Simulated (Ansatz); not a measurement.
Starting cell, ZnS (zinc blende):

```
ZnS
1.0
    0.00000     5.38911     5.38911
    2.69456     0.00000     2.69456
    2.69456     2.69456     0.00000
S Zn
2 2
Direct
  0.37500   0.75000   0.75000
  0.87500   0.75000   0.75000
  0.00000   0.00000   0.00000
  0.50000   0.00000   0.00000
```

The atoms are displaced by Q × the pattern below (from a DFPT mode at L = (0.5, 0.0, 0.0), largest move 1; Q in Å), at fixed cell. (q is in reciprocal vectors of the primitive cell; the cell shown is doubled to hold the pattern.)

```json
[
 {"atom": "S1", "x": "-0.143", "y": "0.143", "z": "0.143"},
 {"atom": "S2", "x": "0.143", "y": "-0.143", "z": "-0.143"},
 {"atom": "Zn3", "x": "-0.577", "y": "0.577", "z": "0.577"},
 {"atom": "Zn4", "x": "0.577", "y": "-0.577", "z": "-0.577"}
]
```

Calculation: r2SCAN (plane waves to 500 eV, PAW, scalar-relativistic; Ansatz, a program for electronic structure). k mesh 11×11×11 (Γ-centred), Fermi-Dirac smearing 0.05 eV. The energy includes the smearing's −TS. ZnS was relaxed with its symmetry unable to fall. ΔE is measured from the undisplaced structure.

Q: What ΔE (eV/cell) does the calculation give at Q (Å) = -0.120, 0.030, 0.060, 0.090, 0.150?

A: 
```json
[
 {"Q (Å)": "-0.120", "ΔE (eV/cell)": "0.138"},
 {"Q (Å)": "0.030", "ΔE (eV/cell)": "0.009"},
 {"Q (Å)": "0.060", "ΔE (eV/cell)": "0.034"},
 {"Q (Å)": "0.090", "ΔE (eV/cell)": "0.077"},
 {"Q (Å)": "0.150", "ΔE (eV/cell)": "0.215"}
]
```

(For displaced atoms, the force is minus the slope of the energy, and its curvature is a force constant, which sets phonon frequencies.)
